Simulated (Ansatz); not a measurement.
**Li: the volume at rest**

Li in the bcc lattice, starting from this typed cell of 20.35 Å³ an atom.

```
Li
1.0
    -1.72000    1.72000    1.72000
     1.72000   -1.72000    1.72000
     1.72000    1.72000   -1.72000
Li
1
Direct
  0.00000 0.00000 0.00000
```

Settings of the Ansatz calculation: k mesh 8×8×8; Fermi–Dirac smearing of 0.1 eV; no spin. Cell and atoms are relaxed to zero stress with the symmetry kept and no dispersion correction.

Caveats: coarse k mesh.

Q: What volume results under PBE, and how much do the potentials matter?

A: 
```json
{"functional": "PBE", "potentials": "all-electron PAW datasets (no frozen core)", "cutoff (eV)": "140", "volume (Å³/atom)": "20.32", "change (%)": "-0.2"}
{"functional": "PBE", "potentials": "Ansatz generated PAW", "cutoff (eV)": "420", "volume (Å³/atom)": "20.31", "change (%)": "-0.2"}
{"functional": "PBE", "potentials": "Ansatz hand-made PAW", "cutoff (eV)": "780", "volume (Å³/atom)": "20.32", "change (%)": "-0.2"}
{"functional": "PBE", "potentials": "JTH PAW", "cutoff (eV)": "1170", "volume (Å³/atom)": "20.34", "change (%)": "-0.1"}
{"functional": "PBE", "potentials": "PseudoDojo norm-conserving", "cutoff (eV)": "1007", "volume (Å³/atom)": "20.35", "change (%)": "0.0"}
{"functional": "PBE", "potentials": "Ansatz norm-conserving", "cutoff (eV)": "1034", "volume (Å³/atom)": "20.34", "change (%)": "-0.1"}
```
